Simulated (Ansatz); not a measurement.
Formation energies in the Hf–Rh system, lowest calculated structure of each composition. Computed with PBEsol (plane waves to 420 eV, PAW, scalar-relativistic; Ansatz, a first-principles code). Element references, the lowest calculated here: Hf (P6₃/mmc), Rh (Fm-3m).

| phase | x(Rh) | space group | E_f (eV/atom) | above hull (eV/atom) |
|---|---|---|---|---|
| Hf | 0.000 | P6₃/mmc | 0.00 | 0.00 |
| Hf2Rh | 0.333 | P6₃/mmc | -0.35 | 0.00 |
| HfRh3 | 0.750 | Pm-3m | -0.73 | 0.00 |
| Rh | 1.000 | Fm-3m | 0.00 | 0.00 |

On the hull: Hf2Rh, HfRh3.

This is the hull of the energies calculated here, no anion corrections; phases that were not calculated are missing from it. Values are rounded to 0.01 eV/atom. Not shown to be the ambient phase of their composition (a lower form may be missing, and a cell relaxed within its start's symmetry can be a saddle point): Hf2Rh (P6₃/mmc). Spin-orbit coupling is missing from these energies, which matters for elements this heavy. The compounds carry no spin polarisation.
